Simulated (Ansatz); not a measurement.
The relaxed structure here is a generated cell of WS2: the first start was made by a random draw of sites in a space group, and the end was not matched to a known phase here, so it may be hypothetical. Known forms of WS2 include space group No. 194.

One starting cell of WS2 (a randomly generated symmetric cell of WS2 (space group No. 38)) was relaxed twice with Ansatz (plane waves, PAW, scalar-relativistic): with r2SCAN at 500 eV and with PBE at 420 eV. The r2SCAN result:

```cif
data_S2W
_chemical_formula_sum 'S2 W1'
_space_group_name_H-M_alt 'P 1'
_space_group_IT_number 1
_cell_length_a 3.45700
_cell_length_b 3.45700
_cell_length_c 4.59681
_cell_angle_alpha 90.000
_cell_angle_beta 90.000
_cell_angle_gamma 90.000
loop_
_space_group_symop_operation_xyz
  'x, y, z'
loop_
_atom_site_label
_atom_site_type_symbol
_atom_site_fract_x
_atom_site_fract_y
_atom_site_fract_z
_atom_site_occupancy
S1 S 0.00000 0.00000 0.00000 1
S2 S 0.50000 0.50000 0.50000 1
W1 W 0.00000 0.00000 0.50000 1
```

| quantity | r2SCAN | PBE |
|---|---|---|
| space group | P4/mmm | P4/mmm |
| volume (Å³/atom) | 18.31 | ___ |
| a (Å) | 3.457 | ___ |
| c (Å) | 4.597 | ___ |
| gap (eV, no spin-orbit coupling) | 0.00 | ___ |

Task: What does PBE give for the same quantities?

Result: 
- volume (Å³/atom), PBE: 18.55
- a (Å), PBE: 3.471
- c (Å), PBE: 4.619
- gap (eV, no spin-orbit coupling), PBE: 0.00

Both levels end in the same structure; PBE's volume is 1.3 % larger. Neither column is exact.

No spin polarisation in the result.

The run could not lose the symmetry of its start, so the end can be a saddle point.

Ansatz is a first-principles code.
